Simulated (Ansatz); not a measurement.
**Every step of a relaxation of diamond Sn (110), 3 layers**

DFT, PBE, PAW with Ansatz's default frozen-core files, scalar-relativistic (Ansatz 0.2.0); a Γ-centred 7×5×1 k mesh, Fermi–Dirac smearing of 0.02 eV, no spin polarisation. The run relaxes the atoms in the fixed cell.

Command: `ansatz run input.yaml --threads 2 --pin off --max-ram 4096MiB --backend cpu --events-out ev --progress --plain --runs-dir out` It took 72 s on 2 threads of Arm Neoverse V1, on a shared host, peak memory 0.91 GiB.

```yaml
crystal:
  lattice:
    - [4.7064645878, 0.0, 0.0]
    - [0.0, 6.6559460509, 0.0]
    - [0.0, 0.0, 20.7065]
  atoms:
    - { symbol: Sn, position: [0.75, 0.125, 0.3863529668] }
    - { symbol: Sn, position: [0.25, 0.875, 0.3863529668] }
    - { symbol: Sn, position: [0.25, 0.625, 0.5] }
    - { symbol: Sn, position: [0.75, 0.375, 0.5] }
    - { symbol: Sn, position: [0.75, 0.125, 0.6136470332] }
    - { symbol: Sn, position: [0.25, 0.875, 0.6136470332] }
kpoints:
  mp_grid: { grid: [7, 5, 1] }
scf:
  occupations: { method: fermi_dirac, width: 0.02 }
hamiltonian:
  xc: pbe
  pseudopotentials: { kind: paw }
output:
  forces: true
  stress: true
  eigenvalues: true
relax:
  f_tol: 0.01
  max_steps: 40
efield:
  axis: 3
  amplitude: 0
  dipole_correction: true
```

Each step lists its free energy a cell above the last geometry, and Cartesian positions (Å) with forces (eV/Å).

The first step:

```
step 1  dF = 19.87 meV
  Sn 3.5298 0.8320 8.0000   0.0000 -0.2487 0.0385
  Sn 1.1766 5.8240 8.0000   0.0000 0.2487 0.0385
  Sn 1.1766 4.1600 10.3532   0.0000 0.0302 0.0000
  Sn 3.5298 2.4960 10.3532   0.0000 -0.0302 0.0000
  Sn 3.5298 0.8320 12.7065   0.0000 -0.2487 -0.0385
  Sn 1.1766 5.8240 12.7065   0.0000 0.2487 -0.0385
```

Spin–orbit coupling is left out, which matters for the heavy atoms. Real surfaces of this kind reconstruct, which a 1×1 cell forbids.

**Question.** Where does the relaxation end, and by which steps?

**Answer.** After 4 geometries, with a shortest distance of 2.843 Å. The further steps:
```
step 2  dF = 15.07 meV
  Sn 3.5298 0.7688 8.0527   0.0000 0.2275 -0.0236
  Sn 1.1766 5.8872 8.0527   0.0000 -0.2275 -0.0236
  Sn 1.1766 4.1688 10.3532   0.0000 -0.1075 0.0000
  Sn 3.5298 2.4871 10.3532   0.0000 0.1075 0.0000
  Sn 3.5298 0.7688 12.6538   0.0000 0.2275 0.0236
  Sn 1.1766 5.8872 12.6538   0.0000 -0.2275 0.0236
step 3  dF = 0.05 meV
  Sn 3.5298 0.7991 8.0331   0.0000 -0.0087 0.0034
  Sn 1.1766 5.8568 8.0331   0.0000 0.0087 0.0034
  Sn 1.1766 4.1575 10.3532   0.0000 0.0130 0.0000
  Sn 3.5298 2.4985 10.3532   0.0000 -0.0130 0.0000
  Sn 3.5298 0.7991 12.6734   0.0000 -0.0087 -0.0034
  Sn 1.1766 5.8568 12.6734   0.0000 0.0087 -0.0034
step 4  dF = 0.00 meV
  Sn 3.5298 0.7978 8.0340   0.0000 0.0004 0.0011
  Sn 1.1766 5.8581 8.0340   0.0000 -0.0004 0.0011
  Sn 1.1766 4.1586 10.3532   0.0000 0.0008 0.0000
  Sn 3.5298 2.4973 10.3532   0.0000 -0.0008 0.0000
  Sn 3.5298 0.7978 12.6725   0.0000 0.0004 -0.0011
  Sn 1.1766 5.8581 12.6725   0.0000 -0.0004 -0.0011
```
